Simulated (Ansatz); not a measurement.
Relaxed-ion elastic tensor of ZrSiO in space group P4/nmm (No. 129; Zr on 2c, Si on 2a, O on 2c) in GPa (Voigt order), LDA in the plane-wave PAW code Ansatz; density 5.89 g/cm³, 12.71 Å³ per atom.

```
      1     2     3    4    5    6
-  ----  ----  ----  ---  ---  ---
1   353   129  89.5  0.0  0.0  0.0
2   129   353  89.5  0.0  0.0  0.0
3  89.5  89.5   447  0.0  0.0  0.0
4   0.0   0.0   0.0  110  0.0  0.0
5   0.0   0.0   0.0  0.0  110  0.0
6   0.0   0.0   0.0  0.0  0.0  146
```

Is the crystal mechanically stable?

Yes: the smallest eigenvalue of C is 110 GPa.

Work out the Voigt, Reuss and Hill averages.

K_V = 197, K_R = 196, K_H = 196; G_V = 129, G_R = 125, G_H = 127 GPa.

Give Young's modulus, Poisson's ratio, Pugh's ratio and the universal anisotropy index.

E = 9KG/(3K + G) = 314 GPa; ν = 0.23; K/G = 1.54 (brittle by the Pugh limit of 1.75); A_U = 5G_V/G_R + K_V/K_R − 6 = 0.17.

Estimate the sound speeds and the Debye temperature.

v_l = √((K + 4G/3)/ρ) = 7880 m/s, v_t = √(G/ρ) = 4650 m/s, mean 5150 m/s; Θ = (h/k)(3n/4πV)^(1/3) v_m = 657 K.

How much does each axis shrink under pressure?

Linear compressibilities β_i = Σ_j S_ij (j = 1 to 3): x 1.8, y 1.8, z 1.5 per TPa.

The first step of the workflow began from a Materials Project structure, measured or hypothetical; the Crystallography Open Database copy checked does not list it. Its standing as an ambient phase is unchecked. Symmetry was held in the LDA relaxation; of distortions, only those at the zone centre were tested. The run is not spin-polarised. As this level gives no gap, shear constants depend on the k-mesh and smearing (Fermi–Dirac, 0.1 eV here).

Potentials: the later of the program's two PAW sets.
